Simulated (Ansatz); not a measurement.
Input and command of a plane-wave DFT calculation in Ansatz:

```yaml
crystal:
  lattice:
    - [3.2547070441, 0.0, 0.0]
    - [0.0, 3.2547070441, 0.0]
    - [0.0, 0.0, 7.3953866538]
  atoms:
    - { symbol: Ta, position: [-0.0275645296, 0.0958951964, 0.5210083228] }
    - { symbol: Ta, position: [0.5068911324, 0.4760262009, 0.7776606486] }
    - { symbol: Ta, position: [0.5068911324, 0.4760262009, 0.21183519] }
    - { symbol: Ta, position: [0.0068911324, -0.0239737991, -0.0052520807] }
    - { symbol: O, position: [0.5068911324, 0.4760262009, 0.4947479193] }
basis:
  ecutwfc: 420
kpoints:
  mp_grid: { grid: [10, 10, 6] }
hamiltonian:
  xc: pbe
scf:
  occupations: { method: gaussian, width: 0.15 }
output:
  forces: true
  stress: true
  eigenvalues: true
  write_density: true
  write_potential: true
  elf: true
  volumetric_format: npy
```

```bash
ansatz run input.yaml --threads 2 --pin off --max-ram 5120MiB --backend cpu --events-out ev --progress --plain --runs-dir out
```

Processor: Arm Neoverse V1, 2 threads, on a host shared with other jobs.

Q: How long does it run, and how much memory does it take?

A: About 51 s on 2 threads of Arm Neoverse V1, with other jobs on the host, peak memory 0.77 GiB. It solves 35 bands at 304 k points (the mesh reduced by symmetry) with about 1569 plane waves, in 8 SCF iterations.
